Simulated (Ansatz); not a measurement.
Input, command and steps of an Ansatz relaxation.

```yaml
crystal:
  lattice:
    - [5.14, 0.0, 0.0]
    - [-2.57, 4.4513705755, 0.0]
    - [0.0, 0.0, 9.48]
  atoms:
    - { symbol: Ti, position: [0.6667333333, 0.9999666667, 0.125] }
    - { symbol: Ti, position: [3.33333e-05, 0.6667666667, 0.125] }
    - { symbol: Ti, position: [0.3332333333, 0.3332666667, 0.125] }
    - { symbol: Ti, position: [0.9999666667, 0.6667333333, 0.625] }
    - { symbol: Ti, position: [0.6667666667, 3.33333e-05, 0.625] }
    - { symbol: Ti, position: [0.3332666667, 0.3332333333, 0.625] }
    - { symbol: Ti, position: [0.3332666667, 3.33333e-05, 0.875] }
    - { symbol: Ti, position: [0.9999666667, 0.3332333333, 0.875] }
    - { symbol: Ti, position: [0.6667666667, 0.6667333333, 0.875] }
    - { symbol: Ti, position: [3.33333e-05, 0.3332666667, 0.375] }
    - { symbol: Ti, position: [0.3332333333, 0.9999666667, 0.375] }
    - { symbol: Ti, position: [0.6667333333, 0.6667666667, 0.375] }
    - { symbol: O, position: [0.3333333333, 0.6666666667, 0.75] }
    - { symbol: O, position: [0.6666666667, 0.3333333333, 0.25] }
basis:
  ecutwfc: 500
kpoints:
  mp_grid: { grid: [12, 12, 4] }
hamiltonian:
  xc: r2scan
scf:
  occupations: { method: gaussian, width: 0.1 }
output:
  forces: true
  stress: true
  eigenvalues: true
  write_density: true
  write_potential: true
  elf: true
  volumetric_format: npy
relax:
  adjacent_minimum: "off"
  f_tol: 0.005
  max_steps: 80
  cell: { stress_tol: 0.05 }
```

```bash
ansatz run input.yaml --threads 4 --pin off --max-ram 10240MiB --backend cpu --events-out ev --progress --plain --runs-dir out
```

The calculation used Ansatz 0.2.0, DFT r2SCAN, scalar-relativistic, plane waves, PAW.

Of 8 frames 8 are shown, positions in Å and forces in eV/Å; the SCF threshold varies from step to step. Steps run on the plane waves of an earlier cell, with a Pulay correction in the pressure. The basis is chosen afresh for the last frame, the zero of the energies, and at times for earlier ones too; energy and pressure can step there, also at an unchanged geometry. Where two frames share a geometry here, they differ by under 2 meV/atom and 0.3 GPa. The mark taken_back stands on steps that the optimiser undid.

```xyz
14
Lattice="5.1400 0.0000 0.0000 -2.5700 4.4514 0.0000 0.0000 0.0000 9.4800" Properties=species:S:1:pos:R:3:forces:R:3 pbc="T T T" step=1 free_energy_over_end_meV_per_atom=20.64 pressure_GPa=-2.48
Ti    0.8571    4.4512    1.1850   -0.1380    0.3262   -0.5652
Ti   -1.7134    2.9680    1.1850   -0.2134   -0.2826   -0.5652
Ti    0.8563    1.4835    1.1850    0.3515   -0.0435   -0.5652
Ti    3.4263    2.9679    5.9250    0.3515    0.0435   -0.5652
Ti    3.4271    0.0001    5.9250   -0.1380   -0.3262   -0.5652
Ti    0.8566    1.4833    5.9250   -0.2134    0.2826   -0.5652
Ti    1.7129    0.0001    8.2950    0.1380   -0.3262    0.5652
Ti    4.2834    1.4833    8.2950    0.2134    0.2826    0.5652
Ti    1.7137    2.9679    8.2950   -0.3515    0.0435    0.5652
Ti   -0.8563    1.4835    3.5550   -0.3515   -0.0435    0.5652
Ti   -0.8571    4.4512    3.5550    0.1380    0.3262    0.5652
Ti    1.7134    2.9680    3.5550    0.2134   -0.2826    0.5652
O     0.0000    2.9676    7.1100    0.0000    0.0000    0.0000
O     2.5700    1.4838    2.3700    0.0000    0.0000    0.0000
14
Lattice="5.1097 0.0000 0.0000 -2.5548 4.4251 0.0000 0.0000 0.0000 9.1878" Properties=species:S:1:pos:R:3:forces:R:3 pbc="T T T" step=2 free_energy_over_end_meV_per_atom=33.80 pressure_GPa=5.44 taken_back
Ti    0.8371    4.4720    1.0472    0.2800   -0.4299    0.8404
Ti   -1.7366    2.9141    1.0472    0.2323    0.4574    0.8404
Ti    0.8995    1.4641    1.0472   -0.5123   -0.0275    0.8404
Ti    3.4543    2.9610    5.6411   -0.5123    0.0275    0.8404
Ti    3.3920   -0.0469    5.6411    0.2800    0.4299    0.8404
Ti    0.8182    1.5110    5.6411    0.2323   -0.4574    0.8404
Ti    1.7177   -0.0469    8.1406   -0.2800    0.4299   -0.8404
Ti    4.2915    1.5110    8.1406   -0.2323   -0.4574   -0.8404
Ti    1.6553    2.9610    8.1406    0.5123    0.0275   -0.8404
Ti   -0.8995    1.4641    3.5467    0.5123   -0.0275   -0.8404
Ti   -0.8371    4.4720    3.5467   -0.2800   -0.4299   -0.8404
Ti    1.7366    2.9141    3.5467   -0.2323    0.4574   -0.8404
O     0.0000    2.9501    6.8909    0.0000    0.0000    0.0000
O     2.5548    1.4750    2.2970    0.0000    0.0000    0.0000
14
Lattice="5.1069 0.0000 0.0000 -2.5535 4.4227 0.0000 0.0000 0.0000 9.4652" Properties=species:S:1:pos:R:3:forces:R:3 pbc="T T T" step=3 free_energy_over_end_meV_per_atom=0.91 pressure_GPa=-0.41
Ti    0.8470    4.4454    1.1396   -0.0006   -0.0218   -0.1709
Ti   -1.7198    2.9335    1.1396    0.0191    0.0104   -0.1709
Ti    0.8729    1.4665    1.1396   -0.0186    0.0114   -0.1709
Ti    3.4263    2.9562    5.8722   -0.0186   -0.0114   -0.1709
Ti    3.4004   -0.0227    5.8722   -0.0006    0.0218   -0.1709
Ti    0.8336    1.4892    5.8722    0.0191   -0.0104   -0.1709
Ti    1.7065   -0.0227    8.3256    0.0006    0.0218    0.1709
Ti    4.2733    1.4892    8.3256   -0.0191   -0.0104    0.1709
Ti    1.6806    2.9562    8.3256    0.0186   -0.0114    0.1709
Ti   -0.8729    1.4665    3.5930    0.0186    0.0114    0.1709
Ti   -0.8470    4.4454    3.5930    0.0006   -0.0218    0.1709
Ti    1.7198    2.9335    3.5930   -0.0191    0.0104    0.1709
O     0.0000    2.9485    7.0989    0.0000    0.0000    0.0000
O     2.5535    1.4742    2.3663    0.0000    0.0000    0.0000
14
Lattice="5.0985 0.0000 0.0000 -2.5492 4.4154 0.0000 0.0000 0.0000 9.4364" Properties=species:S:1:pos:R:3:forces:R:3 pbc="T T T" step=4 free_energy_over_end_meV_per_atom=-0.10 pressure_GPa=0.37
Ti    0.8466    4.4357    1.1227   -0.0261    0.0312    0.0117
Ti   -1.7154    2.9307    1.1227   -0.0140   -0.0382    0.0117
Ti    0.8689    1.4644    1.1227    0.0401    0.0070    0.0117
Ti    3.4181    2.9510    5.8409    0.0401   -0.0070    0.0117
Ti    3.3958   -0.0203    5.8409   -0.0261   -0.0312    0.0117
Ti    0.8338    1.4847    5.8409   -0.0140    0.0382    0.0117
Ti    1.7027   -0.0203    8.3137    0.0261   -0.0312   -0.0117
Ti    4.2647    1.4847    8.3137    0.0140    0.0382   -0.0117
Ti    1.6803    2.9510    8.3137   -0.0401   -0.0070   -0.0117
Ti   -0.8689    1.4644    3.5955   -0.0401    0.0070   -0.0117
Ti   -0.8466    4.4357    3.5955    0.0261    0.0312   -0.0117
Ti    1.7154    2.9307    3.5955    0.0140   -0.0382   -0.0117
O     0.0000    2.9436    7.0773    0.0000    0.0000    0.0000
O     2.5492    1.4718    2.3591    0.0000    0.0000    0.0000
14
Lattice="5.1023 0.0000 0.0000 -2.5511 4.4187 0.0000 0.0000 0.0000 9.4452" Properties=species:S:1:pos:R:3:forces:R:3 pbc="T T T" step=5 free_energy_over_end_meV_per_atom=-0.17 pressure_GPa=0.11
Ti    0.8455    4.4413    1.1244    0.0085   -0.0091   -0.0036
Ti   -1.7179    2.9302    1.1244    0.0037    0.0119   -0.0036
Ti    0.8724    1.4658    1.1244   -0.0121   -0.0028   -0.0036
Ti    3.4236    2.9528    5.8471   -0.0121    0.0028   -0.0036
Ti    3.3966   -0.0226    5.8471    0.0085    0.0091   -0.0036
Ti    0.8332    1.4885    5.8471    0.0037   -0.0119   -0.0036
Ti    1.7057   -0.0226    8.3208   -0.0085    0.0091    0.0036
Ti    4.2690    1.4885    8.3208   -0.0037   -0.0119    0.0036
Ti    1.6787    2.9528    8.3208    0.0121    0.0028    0.0036
Ti   -0.8724    1.4658    3.5982    0.0121   -0.0028    0.0036
Ti   -0.8455    4.4413    3.5982   -0.0085   -0.0091    0.0036
Ti    1.7179    2.9302    3.5982   -0.0037    0.0119    0.0036
O     0.0000    2.9458    7.0839    0.0000    0.0000    0.0000
O     2.5511    1.4729    2.3613    0.0000    0.0000    0.0000
14
Lattice="5.1044 0.0000 0.0000 -2.5522 4.4206 0.0000 0.0000 0.0000 9.4454" Properties=species:S:1:pos:R:3:forces:R:3 pbc="T T T" step=6 free_energy_over_end_meV_per_atom=-0.16 pressure_GPa=-0.04
Ti    0.8462    4.4428    1.1243   -0.0008    0.0034    0.0007
Ti   -1.7184    2.9320    1.1243   -0.0025   -0.0024    0.0007
Ti    0.8722    1.4664    1.1243    0.0034   -0.0010    0.0007
Ti    3.4245    2.9542    5.8470    0.0034    0.0010    0.0007
Ti    3.3984   -0.0222    5.8470   -0.0008   -0.0034    0.0007
Ti    0.8338    1.4886    5.8470   -0.0025    0.0024    0.0007
Ti    1.7061   -0.0222    8.3210    0.0008   -0.0034   -0.0007
Ti    4.2706    1.4886    8.3210    0.0025    0.0024   -0.0007
Ti    1.6800    2.9542    8.3210   -0.0034    0.0010   -0.0007
Ti   -0.8722    1.4664    3.5984   -0.0034   -0.0010   -0.0007
Ti   -0.8462    4.4428    3.5984    0.0008    0.0034   -0.0007
Ti    1.7184    2.9320    3.5984    0.0025   -0.0024   -0.0007
O     0.0000    2.9470    7.0840    0.0000    0.0000    0.0000
O     2.5522    1.4735    2.3613    0.0000    0.0000    0.0000
14
Lattice="5.1033 0.0000 0.0000 -2.5517 4.4196 0.0000 0.0000 0.0000 9.4474" Properties=species:S:1:pos:R:3:forces:R:3 pbc="T T T" step=7 free_energy_over_end_meV_per_atom=-0.17 pressure_GPa=0.00
Ti    0.8460    4.4419    1.1245   -0.0002    0.0001   -0.0002
Ti   -1.7182    2.9313    1.1245    0.0000   -0.0003   -0.0002
Ti    0.8722    1.4660    1.1245    0.0002    0.0002   -0.0002
Ti    3.4238    2.9536    5.8482    0.0002   -0.0002   -0.0002
Ti    3.3977   -0.0223    5.8482   -0.0002   -0.0001   -0.0002
Ti    0.8335    1.4883    5.8482    0.0000    0.0003   -0.0002
Ti    1.7057   -0.0223    8.3228    0.0002   -0.0001    0.0002
Ti    4.2698    1.4883    8.3228    0.0000    0.0003    0.0002
Ti    1.6795    2.9536    8.3228   -0.0002   -0.0002    0.0002
Ti   -0.8722    1.4660    3.5991   -0.0002    0.0002    0.0002
Ti   -0.8460    4.4419    3.5991    0.0002    0.0001    0.0002
Ti    1.7182    2.9313    3.5991    0.0000   -0.0003    0.0002
O     0.0000    2.9464    7.0855    0.0000    0.0000    0.0000
O     2.5517    1.4732    2.3618    0.0000    0.0000    0.0000
14
Lattice="5.1033 0.0000 0.0000 -2.5517 4.4196 0.0000 0.0000 0.0000 9.4474" Properties=species:S:1:pos:R:3:forces:R:3 pbc="T T T" step=8 free_energy_over_end_meV_per_atom=0.00 pressure_GPa=-0.01
Ti    0.8460    4.4419    1.1245   -0.0003    0.0001   -0.0003
Ti   -1.7182    2.9313    1.1245    0.0000   -0.0003   -0.0003
Ti    0.8722    1.4660    1.1245    0.0002    0.0002   -0.0003
Ti    3.4238    2.9536    5.8482    0.0002   -0.0002   -0.0003
Ti    3.3977   -0.0223    5.8482   -0.0003   -0.0001   -0.0003
Ti    0.8335    1.4883    5.8482    0.0000    0.0003   -0.0003
Ti    1.7057   -0.0223    8.3228    0.0003   -0.0001    0.0003
Ti    4.2698    1.4883    8.3228    0.0000    0.0003    0.0003
Ti    1.6795    2.9536    8.3228   -0.0002   -0.0002    0.0003
Ti   -0.8722    1.4660    3.5991   -0.0002    0.0002    0.0003
Ti   -0.8460    4.4419    3.5991    0.0003    0.0001    0.0003
Ti    1.7182    2.9313    3.5991    0.0000   -0.0003    0.0003
O     0.0000    2.9464    7.0855    0.0000    0.0000    0.0000
O     2.5517    1.4732    2.3618    0.0000    0.0000    0.0000
```

The run took 5.8 min on 4 threads of Intel(R) Xeon(R) Platinum 8488C (Sapphire Rapids), on a shared host, peak memory 2.3 GiB.

Spin polarisation was left out, and a magnetic state may lie lower.